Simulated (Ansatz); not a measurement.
Rh: an elastic constant from a strain scan

Computed with Ansatz, DFT r2SCAN, scalar-relativistic, plane waves, PAW. Cutoff 500 eV, Γ-centred 22×22×22 k-points, Gaussian smearing of 0.15 eV. No spin polarisation. Energies are free energies at this smearing, counted from the undisturbed cell; pressure is positive in compression.

The starting cell (as given, not relaxed at this level; it stands at -0.6 GPa):

```xyz
1
Lattice="0.0000 1.9016 1.9016 1.9016 0.0000 1.9016 1.9016 1.9016 0.0000" Properties=species:S:1:pos:R:3 pbc="T T T"
Rh    0.0000    0.0000    0.0000
```

The cell is strained by ε times the Voigt pattern (0, 0, 0, 1, 0, 0) (xx, yy, zz, yz, xz, xy; engineering shear) with fractional coordinates fixed. The cell holds 1 atom in V0 = 13.75 Å³. The stress column is τ = (1/V0) dE/dε, got from the stress tensor σ (compression positive) at each point as −det(1 + εP) σ : P(1 + εP)⁻¹, with P the pattern as a tensor.

| ε | ΔE (meV/atom) | τ (GPa) |
| --- | --- | --- |
| -0.0175 | 2.604 | -3.466 |
| -0.0150 | 1.914 | -2.972 |
| -0.0125 | 1.329 | -2.477 |
| -0.0100 | 0.851 | -1.982 |
| -0.0075 | 0.479 | -1.487 |
| -0.0050 | 0.213 | -0.991 |
| -0.0025 | 0.053 | -0.496 |
| 0.0000 | 0.000 | 0.000 |
| 0.0025 | 0.053 | 0.496 |
| 0.0050 | 0.213 | 0.991 |
| 0.0075 | 0.479 | 1.487 |
| 0.0100 | 0.851 | 1.982 |
| 0.0125 | 1.329 | 2.477 |
| 0.0150 | 1.914 | 2.972 |
| 0.0175 | 2.604 | 3.466 |
| 0.0200 | ? | ? |

**Question.** Which combination of elastic constants does this scan measure, and how large is it?

**Answer.** For small ε, τ = τ0 + Kε with K = pᵀCp, which for this pattern is C44 in the cubic axes. The parabola through τ at ε = -0.0025, 0 and 0.0025 has slope K = 198 GPa at zero. The energies per cell, E = NΔE, of the wider pair ε = ±0.0175 give K = 2[E(ε₊)/ε₊ − E(ε₋)/ε₋]/[(ε₊ − ε₋)V0] = 198 GPa, in agreement.

**Question.** Predict the withheld row at ε = 0.0200 from the harmonic law, and compare.

**Answer.** ΔE = V0(τ0 ε + Kε²/2)/N = 3.403 meV/atom and τ = 3.96 GPa. The calculation gives 3.401 meV/atom and 3.96 GPa, a miss of 0.01 meV/atom at most, so the harmonic law still holds here.

In a metal these slopes depend on the k mesh and the smearing.